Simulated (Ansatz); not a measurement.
An Ansatz (a program for electronic structure) run. Input:

Ansatz 0.2 input:
```yaml
crystal:
  lattice:
    - [3.980711987, 0.0, 0.0]
    - [0.0, 3.980711987, 0.0]
    - [0.0, 0.0, 3.980711987]
  atoms:
    - { symbol: K, position: [0.5, 0.5, 0.5] }
    - { symbol: Mg, position: [0.0, 0.0, 0.0] }
    - { symbol: F, position: [0.5, 0.0, 0.0] }
    - { symbol: F, position: [0.0, 0.5, 0.0] }
    - { symbol: F, position: [0.0, 0.0, 0.5] }
kpoints:
  mp_grid: { grid: [6, 6, 6] }
hamiltonian:
  xc: r2scan
  pseudopotentials: { kind: paw }
scf:
  occupations: { method: fixed }
output:
  optics: { e_range: [0.0, 15.0], de: 0.05, sigma: 0.1, bands: { spectra_wanted_up_to: 12 eV } }
```

Output (shortened):

```
output.optics: the spectra are integrated over the Brillouin zone by k·p interpolation around the k-points, where levels, occupations, output.optics.sigma and …
Pseudopotential: K, paw, valence charge 9
Pseudopotential: Mg, paw, valence charge 10
Pseudopotential: F, paw, valence charge 7
Functional definition: r2SCAN
Crystal: 5 atoms, lattice volume = 63.079 Å³
Basis set: ecut = 500 eV, 1575 PW (Γ), exchange–correlation on 120×120×120 points (64 copies of the dense FFT grid, shifted against one another)
Bands: 25, of which v1, the nominal top of the filled ones, is band 20 counted from 1 (19 counted from 0)
Symmetry: 48 space group operations
Space group: Pm-3m (ITA 221), of the structure as read, at distance tolerance 4.0e-5 Å
k-points: 20 of 216
SCF iter   1: F=—  HF=-5907.239399 eV  |F-HF|=—  |Δ(HF+E_count)|=         —  Δρ=8.03e-3  dr2=3.02e-2  dr2_τ=9.90e-2  ethr=1.77e-3  ⟨swp⟩=4.3  Hψ=2137  notcnv=0  defer=34
preconditioner: auto → Resta (q_TF=auto, 2.529 Å⁻¹)
SCF iter   2: F=—  HF=-5907.339747 eV  |F-HF|=—  |Δ(HF+E_count)|=   1.00e-1  Δρ=3.67e-3  dr2=4.21e-3  dr2_τ=6.79e-4  ethr=7.56e-5  ⟨swp⟩=3.0  Hψ=1145  notcnv=0  defer=51
SCF iter   3: F=—  HF=-5907.339225 eV  |F-HF|=—  |Δ(HF+E_count)|=   5.22e-4  Δρ=1.13e-3  dr2=5.31e-4  dr2_τ=6.82e-5  ethr=1.05e-5  ⟨swp⟩=2.8  Hψ=777  notcnv=0  defer=54
SCF iter   4: F=—  HF=-5907.339101 eV  |F-HF|=—  |Δ(HF+E_count)|=   1.24e-4  Δρ=2.85e-4  dr2=2.20e-5  dr2_τ=4.44e-6  ethr=1.33e-6  ⟨swp⟩=2.2  Hψ=734  notcnv=0  defer=54
SCF iter   5: F=—  HF=-5907.339102 eV  |F-HF|=—  |Δ(HF+E_count)|=   1.49e-6  Δρ=4.74e-5  dr2=9.46e-7  dr2_τ=2.87e-7  ethr=5.50e-8  ⟨swp⟩=2.0  Hψ=751  notcnv=0  defer=26
SCF iter   6: F=—  HF=-5907.339104 eV  |F-HF|=—  |Δ(HF+E_count)|=   1.34e-6  Δρ=1.21e-5  dr2=4.63e-8  dr2_τ=1.54e-8  ethr=2.37e-9  ⟨swp⟩=2.0  Hψ=880  notcnv=0  defer=21
SCF iter   7: F=—  HF=-5907.339104 eV  |F-HF|=—  |Δ(HF+E_count)|=   7.37e-8  Δρ=1.60e-6  dr2=1.27e-9  dr2_τ=1.36e-10  ethr=1.16e-10  ⟨swp⟩=2.0  Hψ=800  notcnv=0  defer=21
SCF iter   8: F=—  HF=-5907.339104 eV  |F-HF|=—  |Δ(HF+E_count)|=  7.48e-10  Δρ=2.57e-7  dr2=3.03e-11  dr2_τ=3.95e-12  ethr=3.17e-12  ⟨swp⟩=2.0  Hψ=790  notcnv=0  defer=21
SCF iter   9: F=-5907.339104 eV  HF=-5907.339104 eV  |F-HF|=9.09e-13  |Δ(HF+E_count)|=  5.46e-12  Δρ=2.46e-8  dr2=4.46e-13  dr2_τ=2.37e-14  ethr=1.00e-12  ⟨swp⟩=8.3  Hψ=2209  notcnv=0
SCF 1 converged in 9 iterations: F = -5907.339104 eV  dr2 = 4.46e-13
NSCF: frozen V_eff on 20 k-points
Optics k sum: 0 of 20 k-points
Optics k sum: 1 of 20 k-points
Optics k sum: 2 of 20 k-points
Optics k sum: 3 of 20 k-points
Optics k sum: 4 of 20 k-points
Optics k sum: 5 of 20 k-points
Optics k sum: 6 of 20 k-points
Optics k sum: 7 of 20 k-points
Optics k sum: 8 of 20 k-points
Optics k sum: 9 of 20 k-points
Optics k sum: 10 of 20 k-points
Optics k sum: 11 of 20 k-points
Optics k sum: 12 of 20 k-points
Optics k sum: 13 of 20 k-points
Optics k sum: 14 of 20 k-points
Optics k sum: 15 of 20 k-points
Optics k sum: 16 of 20 k-points
Optics k sum: 17 of 20 k-points
Optics k sum: 18 of 20 k-points
Optics k sum: 19 of 20 k-points
Optics k sum: 20 of 20 k-points
Optics k sum: 0 of 20 k-points
Optics k sum: 1 of 20 k-points
Optics k sum: 2 of 20 k-points
Optics k sum: 3 of 20 k-points
Optics k sum: 4 of 20 k-points
Optics k sum: 5 of 20 k-points
Optics k sum: 6 of 20 k-points
Optics k sum: 7 of 20 k-points
Optics k sum: 8 of 20 k-points
Optics k sum: 9 of 20 k-points
Optics k sum: 10 of 20 k-points
Optics k sum: 11 of 20 k-points
Optics k sum: 12 of 20 k-points
Optics k sum: 13 of 20 k-points
Optics k sum: 14 of 20 k-points
Optics k sum: 15 of 20 k-points
Optics k sum: 16 of 20 k-points
Optics k sum: 17 of 20 k-points
Optics k sum: 18 of 20 k-points
Optics k sum: 19 of 20 k-points
Optics k sum: 20 of 20 k-points
output.optics: what the bands over the 36 summed would add to eps1, eps2 and the energy-loss function is held between a lower and an upper bound (8 Lanczos …
SCF converged after 9 iterations
Free energy (F): -5907.339104 eV
Harris-Foulkes:  -5907.339104 eV  (|F-HF|=9.09e-13)
Internal energy: -5907.339104 eV  (E = F + TS)
E sigma→0 (E₀):  -5907.339104 eV
Fermi energy:    2.265481 eV
--- Per-component energies (eV) ---
  E_band       = -541.796667
  E_kinetic    = 960.703102
  E_local      = -3733.360546  (includes V_loc(G=0)·N_el)
  E_nonlocal   = 326.226353
  E_hartree    = 1360.844101
  E_xc         = -402.701721
  E_vxc        = -579.973566  (∫ρ·V_xc dr)
  E_paw        = -1693.552542  (= ΣΔE_a)
  E_vpaw       = -276.858342  (= ΣTr[D̂ρ^β])
  E_aug_tail   = 0.003347  (compensation charges beyond the density's cutoff)
  E_vtau       = 39.774775  (kinetic-family band-sum trace: ∫τ·v_τ [+ j·A + Jᵃ·Aᵃ] dr)
  E_ewald      = -2725.184631
  E_core_change = -0.316568  (= ΣΔE_core)
  E_smearing   =  0.000000  (= −TS)
  E_closure    =  0.000000  (closes the sum)
  Σ components = -5907.339104   (vs F -5907.339104, Δ=0.00e0)
  [band-id]    e_kinetic+e_local+e_nonlocal+2·e_hartree+e_vxc+e_vpaw+e_augmentation_tail+e_vtau = -541.796675   (vs E_band -541.796667, Δ=-7.66e-6)
--- Band table (eV; the first three rows and the last of 20) ---
  k-point 0: bands = ["-70.8934", "-36.0121", "-36.0121", "-36.0121", "-24.2437", "-18.9784", "-18.3451", "-18.3451", "-6.9709", "-6.9709", "-6.9709", "-0.1327", "-0.1327", "-0.1327", "1.6275", "1.6275", "1.6275", "1.9512", "1.9512", "1.9512", "10.5653", …
  k-point 1: bands = ["-70.8934", "-36.0141", "-36.0120", "-36.0120", "-24.2362", "-18.9475", "-18.3765", "-18.3432", "-6.9673", "-6.9569", "-6.9569", "-0.1085", "-0.1005", "-0.1005", "1.5662", "1.5732", "1.5732", "1.7013", "1.8970", "1.8970", "11.0485", …
  k-point 2: bands = ["-70.8933", "-36.0183", "-36.0119", "-36.0119", "-24.2210", "-18.8754", "-18.4499", "-18.3392", "-6.9601", "-6.9285", "-6.9285", "-0.0308", "-0.0308", "-0.0001", "1.1716", "1.4476", "1.4596", "1.4596", "1.7903", "1.7903", "12.2332", …
  k-point 19: bands = ["-70.8932", "-36.0199", "-36.0199", "-36.0199", "-24.1791", "-18.4991", "-18.4991", "-18.4991", "-7.1595", "-7.1595", "-7.1595", "-1.5749", "0.5941", "0.5941", "0.5941", "1.1572", "1.1572", "2.2655", "2.2655", "2.2655", "13.6798", …
```

Cost: roughly 40 core-seconds on shared cores.

Symmetry was held in the r²SCAN relaxation; phonons on a q-mesh show no instability.

Potentials: the later of the program's two PAW sets.

Ansatz is a plane-wave DFT program.
